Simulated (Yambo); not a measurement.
Convergence of the G0W0 gap of K$_{2}$NaScF$_{6}$

G0W0@PBEsol for K$_{2}$NaScF$_{6}$ (space group Fm-3m, No. 225) in Yambo. Reference settings: 2×2×2 Γ-centred k mesh, bands 3 to 304 and a 8 Ry block in the screening, 304 bands in G with the Bruneval-Gonze terminator, plasmon pole fitted at 27.2 eV. The PBEsol gap Γ → Γ on this mesh is 6.65 eV; G0W0 gaps are taken between the same points.

```tsv
change from the reference	G0W0 gap Γ → Γ (eV)	shift of the valence edge (eV)	rough Yambo cost
reference settings	10.28	-2.41	1
79 bands in W, 79 bands in G	10.79	-2.30	about 1/4
170 bands in W, 170 bands in G	10.35	-2.34	within a factor of two
238 bands in W, 238 bands in G	10.30	-2.39	within a factor of two
exchange cut at 40 Ry	10.17	-2.29	–
79 bands in W, 79 bands in G, 2 Ry block	11.57	-3.25	about 1/6
79 bands in W, 79 bands in G, 6 Ry block	10.84	-2.37	about 1/5
119 bands in W, 119 bands in G, 2 Ry block	11.15	-3.18	about 1/4
119 bands in W, 119 bands in G, 5 Ry block	10.52	-2.41	about 1/4
119 bands in W, 119 bands in G, 6 Ry block	10.48	-2.34	about 1/3
238 bands in W, 238 bands in G, 2 Ry block	10.92	-3.19	about 1/2
3 Ry block	10.43	-2.68	within a factor of two
6 Ry block	10.27	-2.44	within a factor of two
79 bands in W, 79 bands in G, no terminator	10.73	-2.03	about 1/4
119 bands in W, 119 bands in G, no terminator	10.33	-2.00	about 1/3
```

The reference isn't shown to be the converged limit. Costs are rough (shared machines), scaled to the same edge states, and given only for runs that recompute the screening.

Geometry of the Materials Project entry, not relaxed at this level; primitive cell a = b = c = 6.0880 Å, α = β = γ = 60.00°.

A shift is the quasiparticle energy of the state minus its PBEsol energy.
